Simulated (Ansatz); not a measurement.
A plane-wave DFT run in Ansatz 0.2.0 (scalar-relativistic PAW potentials unless the input names others): input and command.

```yaml
crystal:
  lattice:
    - [3.7986, 0.0, 0.0]
    - [0.0, 3.7986, 0.0]
    - [0.0, 0.0, 4.8408]
  atoms:
    - { symbol: Sn, position: [0.5, 0.0, 0.2424058218] }
    - { symbol: Sn, position: [0.0, 0.5, 0.7575941782] }
    - { symbol: O, position: [0.0, 0.0, 0.0] }
    - { symbol: O, position: [0.5, 0.5, 0.0] }
basis:
  ecutwfc: 420
kpoints:
  mp_grid: { grid: [12, 12, 10] }
hamiltonian:
  xc: pbe96
  dispersion: d3bj
scf:
  occupations: { method: gaussian, width: 0.1 }
  max_iter: 75
output:
  forces: true
  eigenvalues: true
  stress: true
```

```bash
ansatz run input.yaml --threads 1 --pin off --max-ram 2560MiB --backend cpu --events-out ev --progress --plain --runs-dir out
```

Question: Will this input run?

Answer: The program refuses it, because of an unknown functional (hamiltonian.xc: "pbe" → "pbe96"). With the sound run's settings it is accepted.

Abridged log:
```
Error: YAML parse error: error: line 16 column 7: hamiltonian.xc: unknown variant `pbe96`, expected one of `lda`, `lda-pw`, `pw92`, `pbe`, `pbesol`, `rpbe`, `revpbe`, `blyp`, `pbe0`, `revpbe0`, `b3lyp`, `b3lyp5`, `hse06`, `wpbeh`, `hiss`, `lc_wpbe`, `cam_b3lyp`, `hf`, `r2scan`, `r2scanh`, `r2scan0`, `r2scan50`, `mr2scan`
  --> <input>:16:7
   |
14 |   mp_grid: { grid: [12, 12, 10] }
15 | hamiltonian:
16 |   xc: pbe96
   |       ^ hamiltonian.xc: unknown variant `pbe96`, expected one of `lda`, `lda-pw`, `pw92`, `pbe`, `pbesol`, `rpbe`, `revpbe`, `blyp`, `pbe0`, `revpbe0`, `b3lyp`, `b3lyp5`, `hse06`, `wpbeh`, `hiss`, `lc_wpbe`, `cam_b3lyp`, `hf`, `r2scan`, `r2scanh`, `r2scan0`, `r2scan50`, `mr2scan`
17 |   dispersion: d3bj
18 | scf:
   |
```